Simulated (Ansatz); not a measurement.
BeSe:
```
BeSe
1.0
    0.00000     2.56446     2.56446
    2.56446     0.00000     2.56446
    2.56446     2.56446     0.00000
Se Be
1 1
Direct
  0.75000   0.75000   0.75000
  0.00000   0.00000   0.00000
```

Relaxed with PBEsol.

Q: Map the electron localisation function on the plane through (0.750, 0.750, 0.750) spanned by u = [1, 0, 0] and v = [-1, 1, 1] in lattice vectors, from the program Ansatz at the PBEsol level (PAW).

A: x is the fraction of u, y of v (the angle between them is 90°; rows are the nearest grid lines); atoms in the plane: Se at (0.00, 0.00), Be at (0.50, 0.25).
```
|0147888632368887410|
|1257887521257887521|
|4568876311136788654|
|7788765200025678877|
|8887642000002467888|
|7776421000001246777|
|6653210000000123566|
|3321000000000001233|
|1110000000000000111|
|0000000000000000000|
|0000000001000000000|
|0000001111111000000|
|0000012223222100000|
|0000112233322110000|
|0001112222222111000|
|1111111100011111111|
|3333321000001233333|
|6666541000001456666|
|7788874000004788877|
|8889997300037999888|
|7789999742479999877|
|4579999743479999754|
|1258998743478998521|
|0147888632368887410|
```
Scale: ten equal steps from 0.000 (start of '0') to 0.898 (end of '9'), in the order '0123456789'; x runs from 0.000 to 1.00, y from 0.000 (bottom) to 1.00 (top).

The density is the valence pseudo-density with augmentation charge, so density and ELF within about 1 Å of a nucleus are not all-electron values.

Space group F-43m (zinc blende). The PBEsol relaxation kept the symmetry of its start.

Potentials: the later of the program's two PAW sets.
